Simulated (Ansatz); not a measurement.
Ti (hcp (Mg type), P6_3/mmc) under volume change, PBE in the plane-wave PAW code Ansatz, shape and atoms relaxed at each volume.

```csv
V (Å³/atom),E − E(relaxed) (meV/atom),P (GPa)
15.824,56.7,12.47
16.346,(withheld),(withheld)
16.868,5.7,3.59
17.389,0.0,0.00
17.911,(withheld),(withheld)
18.433,19.9,-5.86
18.954,43.0,-8.23
```

Problem. Complete the blanks.

Solution. 
- 16.346, E − E(relaxed) (meV/atom): 24.0
- 16.346, P (GPa): 7.73
- 17.911, E − E(relaxed) (meV/atom): 5.2
- 17.911, P (GPa): -3.13

Problem. What does a third-order Birch–Murnaghan fit give for V₀, B₀ and B′?

Solution. V₀ = 17.39 Å³/atom, B₀ = 112 GPa, B′ = 3.6.

The PBE relaxation kept the symmetry of its start. No spin polarisation was allowed.

Potentials: the later of the program's two PAW sets.
